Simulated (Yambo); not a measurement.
A BSE run in Yambo for KScS2O8 (space group C2/m, No. 12) (LDA bands; 4×4×2 mesh, 18 valence and 15 conduction bands, static screening with 109 bands and a 3 Ry block, scissor 3.81 eV, Tamm-Dancoff; field along x) gives:

| state | energy (eV) | states within 2 meV | relative strength | class |
|---|---|---|---|---|
| 1 | 6.45 | 1 | < 0.01 | dark |
| 2 | 6.67 | 1 | < 0.01 | dark |
| 3 | 6.68 | 1 | 0.03 | weak |
| 4 | 6.70 | 1 | < 0.01 | dark |
| 5 | 6.79 | 3 | 0.08 | strong |

Axes are Cartesian, with cell vectors (Å) (4.27, -2.68, 0.00), (4.27, 2.68, 0.00), (-0.66, 0.00, 8.16).

Problem. What changes when the screening block is changed to 2 Ry?

Solution. The lowest state goes from 6.447 eV to 6.485 eV, and its distance below the direct gap from 1.556 eV to 1.518 eV. These are vertical excitations (zero momentum). The scissor comes from a G0W0 run whose convergence isn't established.

Geometry of the Materials Project entry, not relaxed at this level; primitive cell a = 5.0442 Å, b = 5.0442 Å, c = 8.1828 Å, α = 93.94°, β = 93.94°, γ = 64.31°.

The structure is a Materials Project entry; no match was found in the copy of COD used, and its stability was not checked.
